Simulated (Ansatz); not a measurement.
Input and output of a field-response calculation (clamped ions) on CdSe built on the wurtzite prototype (Ansatz, r2SCAN). The cell was relaxed with r2SCAN and then strained (uniaxial +2.0 % along z, other directions held), with the atoms relaxed again with r2SCAN; k points keep the names of the unstrained zone.

Input file:
```yaml
crystal:
  lattice:
    - [4.3407236653, 0.0, 0.0]
    - [-2.1703618326, 3.759176965, 0.0]
    - [0.0, 0.0, 7.2181789021]
  atoms:
    - { symbol: Cd, position: [0.3333333333, 0.6666666667, 0.0015566779] }
    - { symbol: Cd, position: [0.6666666667, 0.3333333333, 0.5015566779] }
    - { symbol: Se, position: [0.3333333333, 0.6666666667, 0.3734433221] }
    - { symbol: Se, position: [0.6666666667, 0.3333333333, 0.8734433221] }
kpoints:
  mp_grid: { grid: [6, 6, 4] }
hamiltonian:
  xc: r2scan
scf:
  occupations: { method: fixed }
dielectric: {}
```

Run as `ansatz run input.yaml --threads 2 --pin off --max-ram 29491MiB --backend cpu --events-out ev --progress --plain --runs-dir out`.

Task: What wall time did it need on 2 threads of AMD EPYC 7R13 Processor (Zen 3), with other jobs on the host, and how much host memory at the peak?

Result: About 3.7 min, with a peak of 2.2 GiB.

What the program printed (shortened):
```
Functional definition: r2SCAN
Crystal: 4 atoms, lattice volume = 117.783 Å³
Basis set: ecut = 500 eV, 2997 PW (Γ)
Bands: 44, of which v1, the nominal top of the filled ones, is band 36 counted from 1 (35 counted from 0)
Symmetry: 12 space group operations
k-points: 47 of 144 (irreducible under 2 space group operations, time reversal used)
SCF iter   1: HF=-27495.643385 eV  Δρ=5.18e-3  dr2=2.03e-2
preconditioner: auto → Resta (q_TF=auto, 2.513 Å⁻¹)  ε∞=3.6  [insulator: Δε(μ)=1.024 eV  ℏωp=20.5 eV]
SCF iter   2: HF=-27495.656836 eV  Δρ=2.86e-3  dr2=5.20e-3
SCF iter   3: HF=-27495.658893 eV  Δρ=9.08e-4  dr2=8.11e-4
SCF iter   4: HF=-27495.659201 eV  Δρ=1.91e-4  dr2=4.50e-5
SCF iter   5: HF=-27495.659239 eV  Δρ=6.74e-5  dr2=7.38e-6
SCF iter   6: HF=-27495.659236 eV  Δρ=1.77e-5  dr2=3.51e-7
SCF iter   7: HF=-27495.659247 eV  Δρ=4.28e-6  dr2=2.04e-8
SCF iter   8: HF=-27495.659247 eV  Δρ=5.84e-7  dr2=5.05e-10
SCF iter   9: HF=-27495.659247 eV  Δρ=1.49e-7  dr2=3.79e-11
SCF 1 converged in 9 iterations: F = -27495.659247 eV  dr2 = 3.79e-11
SCF 1 converged in 4 iterations: F = -27495.572989 eV  dr2 = 9.72e-8
SCF converged after 9 iterations
Free energy (F): -27495.659247 eV
Fermi energy:    6.566425 eV
--- Dielectric response (ions clamped): 3 representative field directions + reference, inside a basis on a mesh of 600 k-points ---
  ε∞ (high-frequency dielectric tensor):
        6.401540     0.000000     0.000000
        0.000000     6.401540     0.000000
        0.000000     0.000000     6.570107
  Born effective charges Z* (e; rows j = field, columns β = displacement):
    site 0:
         2.20804    0.00000    0.00000
         0.00000    2.20804    0.00000
         0.00000    0.00000    2.35131
    site 1:
         2.20804    0.00000    0.00000
         0.00000    2.20804    0.00000
         0.00000    0.00000    2.35131
    site 2:
        -2.20804    0.00000    0.00000
         0.00000   -2.20804    0.00000
         0.00000    0.00000   -2.35131
    site 3:
        -2.20804    0.00000    0.00000
         0.00000   -2.20804    0.00000
         0.00000    0.00000   -2.35131
  ε∞ is read to err by 2.8e-2, Z* by 3.0e-2 e
```

The clamped-ion dielectric constant comes out as 6.40 along x and y, 6.57 along z. Born charges, averaged over directions: Cd +2.26, Se -2.26 e.

Calculated for a static, non-magnetic cell.
